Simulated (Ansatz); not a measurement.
NaH:
```yaml
crystal:
  lattice:
    - [0.00000, 2.41604, 2.41604]
    - [2.41604, 0.00000, 2.41604]
    - [2.41604, 2.41604, 0.00000]
  atoms:
    - { symbol: Na, position: [0.00000, 0.00000, 0.00000] }
    - { symbol: H, position: [0.50000, 0.50000, 0.50000] }
```

Relaxed with PBE. Special points in fractions of this cell's reciprocal vectors: Γ (0.000, 0.000, 0.000); X (0.500, 0.000, 0.500); U (0.625, 0.250, 0.625); K (0.375, 0.375, 0.750); L (0.500, 0.500, 0.500); W (0.500, 0.250, 0.750).

Q: List the band energies nearest the valence-band maximum at these points for DFT-PBE in the program Ansatz with PAW potentials.

A: In eV from the valence-band maximum; about four levels below and three above (degenerate sets whole), none deeper than 8.9 eV; … stands for higher levels left out; points with the same levels are listed once.

```
k  below            above
-  -----  ---------------
Γ  -3.61          10.42 …
X  -0.18     4.63 10.04 …
U  -0.11  5.33 6.36 11.26
L  -0.86     3.76 10.78 …
W   0.00   6.03 6.03 8.38
```

Space group Fm-3m (rock salt). The cell was relaxed with PBE under the symmetry of its start.

Potentials: the later of the program's two PAW sets.
